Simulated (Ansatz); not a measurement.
One crystal and one scan (scan of one atom of the cell) at two levels, r2SCAN (plane waves to 500 eV, PAW, scalar-relativistic; Ansatz, a first-principles code) and PBE (plane waves to 420 eV, PAW, scalar-relativistic; Ansatz), each from its own relaxed cell and on its own mesh. The cell shown is that of r2SCAN.

Starting cell, GaSb (zinc blende):

```
CELL_PARAMETERS angstrom
      0.00000     6.13244     6.13244
      3.06622     0.00000     3.06622
      3.06622     3.06622     0.00000
ATOMIC_POSITIONS crystal
  Sb 0.37500 0.75000 0.75000
  Sb 0.87500 0.75000 0.75000
  Ga 0.00000 0.00000 0.00000
  Ga 0.50000 0.00000 0.00000
```

In this cell atom 1 (Sb, nearest neighbour Ga at 2.655 Å; its periodic images, 4.3 Å or more away, move with it) is moved by s along Cartesian z, unit vector (0.000, 0.000, 1.000); all other atoms and the cell stay fixed.

Energies are smeared free energies. GaSb was relaxed with its symmetry unable to fall. Spin-orbit coupling is left out, though Sb is heavy. As the smearing reaches across the gap at some points, energies and forces of such displacements shift with the k mesh and the smearing. With partly filled bands, energies and forces of such displacements shift with the k mesh and the smearing. Percentages come from the unrounded values.

Results of r2SCAN:

- Lattice constant a (Å): 6.132
- Force constant k = d²E/ds² at s = 0 (finite differences) (eV/Å²): 8.77
- Shape of the curve: a single well with its minimum at or next to zero displacement

### Question
What does PBE give for the same quantities?

### Answer
```
quantity                                                            PBE     r2SCAN − PBE
----------------------------------------------------------------  -----  ---------------
Lattice constant a (Å)                                            6.214  -0.082 (-1.3 %)
Force constant k = d²E/ds² at s = 0 (finite differences) (eV/Å²)   7.72    +1.05 (+14 %)
```

r2SCAN gives the higher value for: force constant k = d²E/ds² at s = 0. r2SCAN gives the lower value for: lattice constant a. (PBE) At this level the bands of GaSb touch or barely overlap; measurements give the solid a gap. Both give the same shape of the curve: a single well with its minimum at or next to zero displacement.

(For displaced atoms, the force is minus the slope of the energy, and its curvature is a force constant, which sets phonon frequencies.)
